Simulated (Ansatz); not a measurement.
# Bands of LuTl₃

```yaml
crystal:
  lattice:
    - [4.68798, 0.00000, 0.00000]
    - [0.00000, 4.68798, 0.00000]
    - [0.00000, 0.00000, 4.68798]
  atoms:
    - { symbol: Lu, position: [0.00000, 0.00000, 0.00000] }
    - { symbol: Tl, position: [0.00000, 0.50000, 0.50000] }
    - { symbol: Tl, position: [0.50000, 0.50000, 0.00000] }
    - { symbol: Tl, position: [0.50000, 0.00000, 0.50000] }
```

Atom numbers follow the list: Lu1, Tl2, Tl3, Tl4.

The conventional cell has a = 4.688 Å, b = 4.688 Å, c = 4.688 Å, α = 90.00°, β = 90.00°, γ = 90.00°. Around Lu (atom 1) lie 12 Tl at 3.31 Å. Tl (atom 2) has 4 Lu at 3.31 Å and 8 Tl at 3.31 Å as nearest neighbours.

The cell is the one relaxed in the Materials Project (mp-2060), not relaxed further here; entries there can be hypothetical.

No spin–orbit coupling, which matters for the heavy atoms here.

Computed with Ansatz 0.2.0, DFT, LDA, all-electron LAPW, scalar-relativistic.

Numerical set-up: a Γ-centred 7×7×7 k mesh, Fermi–Dirac smearing of 0.08 eV, basis error target 1 meV/atom, no spin polarisation.

Points in fractions of the reciprocal vectors of this cell: Γ (0, 0, 0), X (0, 0.5, 0), M (0.5, 0.5, 0), R (0.5, 0.5, 0.5). The path joins them by straight lines in the order Γ–X–M–Γ–R–X–R–M; legs that retrace an earlier one aren't tabulated. Energies are in eV from the Fermi level.

Q: List the levels at Γ between -8 and 6 eV.

A: -5.77 (×3), -5.76 (×3), -5.76, -3.93 (×2), -1.51 (×3), 2.26, 2.40 (×3), 2.86 (×2), 4.09 (×3).

Q: List the levels at M between -8 and 6 eV.

A: -7.29, -6.50 (×2), -5.76 (×2), -5.76 (×2), -5.75, -5.74 (×2), -3.93, -0.09 (×2), 1.12, 2.03, 2.29 (×2), 2.45, 2.60, 3.79.

Q: List the levels at R between -8 and 6 eV.

A: -5.86 (×3), -5.77, -5.76 (×6), -3.38, -2.44 (×3), 0.84, 2.99 (×2), 3.91 (×3).

Q: What is the band gap?

A: none: bands cross the Fermi level, a metal.
